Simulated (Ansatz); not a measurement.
W2N3:
```
W2N3
1.0
    2.89461     0.00000     0.00000
   -1.44731     2.50681     0.00000
    0.00000     0.00000    15.30440
W N
4 6
Direct
  0.66667   0.33333   0.15462
  0.33333   0.66667   0.84538
  0.33333   0.66667   0.65462
  0.66667   0.33333   0.34538
  0.66667   0.33333   0.91823
  0.33333   0.66667   0.08177
  0.33333   0.66667   0.41823
  0.66667   0.33333   0.58177
  0.66667   0.33333   0.75000
  0.33333   0.66667   0.25000
```

Relaxed with PBE+D3(BJ). Special points in fractions of this cell's reciprocal vectors: Γ (0.000, 0.000, 0.000); M (0.500, 0.000, 0.000); K (0.333, 0.333, 0.000); A (0.000, 0.000, 0.500); L (0.500, 0.000, 0.500); H (0.333, 0.333, 0.500).

Question: List the band energies nearest the Fermi level at these points for PBE+D3(BJ) (plane waves, PAW; program Ansatz).

Answer: In eV from the Fermi level; about four levels below and three above (degenerate sets whole), none deeper than 8.9 eV; points with the same levels are listed once.

```csv
k,below,above
Γ,-3.51 -3.51 -2.84 -1.94,0.33 0.42 0.42
M,-2.52 -2.39 -0.39 -0.23,0.13 0.63 3.01
K,-1.80 -1.80 -0.71 -0.64,1.04 1.04 2.24 2.24
A,-3.53 -3.53 -3.53 -3.53 -2.40 -2.40,0.44 0.44 0.44 0.44
L,-2.45 -2.45 -0.33 -0.33,0.40 0.40 3.02 3.02 3.02 3.02
H,-1.72 -1.72 -0.68 -0.68,1.05 1.05 2.23 2.23
```

Space group P6_3/mmc. The workflow started from a Materials Project entry (that database holds measured and hypothetical structures alike); the Crystallography Open Database copy checked does not list it. Its standing as an ambient phase is unchecked. Symmetry was held in the PBE+D3(BJ) relaxation; its stability against distortions is not shown here. The run is not spin-polarised. Spin–orbit coupling is left out wherever it is not named.

Potentials: the later of the program's two PAW sets.
